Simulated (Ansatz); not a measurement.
The relaxed structure here is a generated cell of CdS: the first start was made by placing the elements on the sites of a structure type, and the end was not matched to a known phase here, so it may be hypothetical. Known forms of CdS include space group No. 186, 216.

A relaxed structure of CdS. Computed with r2SCAN (plane waves to 500 eV, PAW, scalar-relativistic; Ansatz, a first-principles code).

```xyz
8
Lattice="7.1293 0.0000 0.0000 0.0000 7.1293 0.0000 0.0000 0.0000 4.1966" Properties=species:S:1:pos:R:3 pbc="T T T"
S      2.2505     4.8788     0.0000
S      5.8151     5.8151     2.0983
S      1.3142     1.3142     2.0983
S      4.8788     2.2505     0.0000
Cd     2.2955     2.2955     0.0000
Cd     5.8602     1.2691     2.0983
Cd     1.2691     5.8602     2.0983
Cd     4.8338     4.8338     0.0000
```

Task: Find the space group and the Wyckoff positions (tolerance 0.01 Å).

Result: Space group P4₂/mnm (No. 136); a = 7.129 Å, b = 7.129 Å, c = 4.197 Å, α = 90.00°, β = 90.00°, γ = 90.00°

```json
[
 {"atom": "S", "site": "4g", "symmetry": "m.2m", "x": "0.1843", "y": "0.1843", "z": "0.5000"},
 {"atom": "Cd", "site": "4f", "symmetry": "m.2m", "x": "0.3220", "y": "0.3220", "z": "0.0000"}
]
```

This is the AFLOW prototype AB_tP8_136_g_f (as in BeO).

Task: Give the shortest distances between elements (the closest pairs, up to four, under 3.6 Å).

Result: Cd–S 2.52 Å; Cd–Cd 3.59 Å.

```yaml
volume_per_atom: 26.66 Å³
band_gap: 1.72 eV, direct at Γ (no spin-orbit coupling)
```

No spin polarisation in the result.

The run could not lose the symmetry of its start, so the end can be a saddle point.
